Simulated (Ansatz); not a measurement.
rocksalt-structured ReSe

Computed with Ansatz (plane waves, PAW, 500 eV cutoff): r²SCAN, scalar-relativistic, collinear spin, Γ-centred 12×12×12 mesh, 0.05 eV Gaussian smearing. The datasets are Ansatz's generated set soft_2.

```
CELL_PARAMETERS angstrom
0.00000 2.62076 2.62076
2.62076 0.00000 2.62076
2.62076 2.62076 0.00000
ATOMIC_POSITIONS crystal
Re 0.50000 0.50000 0.50000
Se 0.00000 0.00000 0.00000
```

The cell came from substitution into a structure type; no database entry of this phase was matched, which doesn't show that none exists.

Magnetic state: ferromagnetic, site spin moments Re 1.77; Se 0.05 μB.

Q: Which orbitals carry the states at the Fermi level, and how many states are there?

A: Within 0.1 eV of it: Re 5d 79 %, Se 4p 11 % (shares among the projected shells; no valence p shell of Re is among them). The density of states at the Fermi level is about 1.7 states/eV per cell, averaged over 0.3 eV.

Density of states (tetrahedra, averaged over 0.5 eV; states/eV per cell of 2 atoms; energy in eV from the Fermi level; projections on Löwdin-orthogonalised atomic orbitals, summed over sites):

```csv
E,total,Re 5d down,Re 5d up,Se 4p,Re 6s,Se 4s
-5.60,2.43,0.54,0.35,1.49,0.02,0.01
-5.10,1.31,0.23,0.21,0.83,0.01,0.01
-4.60,0.76,0.13,0.10,0.52,0.00,0.00
-4.10,0.34,0.05,0.08,0.20,0.00,0.00
-3.60,0.34,0.02,0.20,0.11,0.00,0.00
-3.10,0.54,0.02,0.42,0.08,0.01,0.00
-2.60,0.78,0.07,0.61,0.07,0.01,0.00
-2.10,1.21,0.15,0.91,0.09,0.03,0.01
-1.60,2.23,0.29,1.70,0.13,0.06,0.02
-1.10,2.41,0.50,1.50,0.19,0.15,0.03
-0.60,1.43,0.71,0.39,0.19,0.07,0.02
-0.10,1.62,0.94,0.29,0.17,0.11,0.04
0.40,2.04,1.30,0.28,0.19,0.14,0.06
0.90,2.16,1.39,0.23,0.22,0.20,0.05
1.40,1.79,1.08,0.24,0.27,0.07,0.06
1.90,1.04,0.37,0.20,0.25,0.08,0.06
2.40,0.98,0.32,0.16,0.24,0.08,0.06
2.90,0.91,0.28,0.11,0.23,0.09,0.05
3.40,0.77,0.18,0.08,0.20,0.10,0.03
3.90,0.68,0.12,0.05,0.16,0.12,0.02
4.40,0.77,0.07,0.07,0.16,0.15,0.02
4.90,0.89,0.09,0.04,0.16,0.16,0.02
```

 Spin–orbit coupling, which matters for such heavy elements, is left out. The run wasn't fully tested for a lower electronic state. Site moments are of spin, integrated over atomic spheres. The moments were started parallel, and the real magnetic order may be another.
